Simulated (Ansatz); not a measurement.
## Kick test of a cell of MgZn₅S₆

The cell was found from a structure generator's guess, not taken from experiment.

Computed with DFT PBE, scalar-relativistic, plane waves, PAW in Ansatz 0.2.0. Settings: cutoff 420 eV, Γ-centred mesh 12×12×2 on the computed 12-atom cell, Gaussian smearing of 0.02 eV; no spin polarisation.

The cell below (12 atoms, space group P3m1 (No. 156)) is relaxed within its symmetry.

```
Mg Zn S
1.0
     3.87673    0.00000    0.00000
    -1.93836    3.35734    0.00000
     0.00000    0.00000   19.03210
Mg Zn S
1 5 6
Direct
  0.33333 0.66667 0.16655
  0.00000 0.00000 0.99591
  0.00000 0.00000 0.50213
  0.66667 0.33333 0.66682
  0.66667 0.33333 0.33767
  0.33333 0.66667 0.83122
  0.00000 0.00000 0.11966
  0.00000 0.00000 0.62629
  0.33333 0.66667 0.29644
  0.66667 0.33333 0.79073
  0.66667 0.33333 0.46143
  0.33333 0.66667 0.95514
```

For the test it was strained at random (σ = 1.5 % a component), the atoms were moved at random (σ = 0.10 Å), and all was relaxed again on a coarse 6×6×1 mesh (in the run’s order of axes) with 0.10 eV smearing, with no symmetry imposed.

Task: What happens?

Result: It returns, within 1 meV/atom of the unmoved cell on that mesh and with the same symmetry when read at 0.1 Å. So it is stable against the distortions that fit this cell and that this random move excites. Modes that don't fit the cell aren't tested.
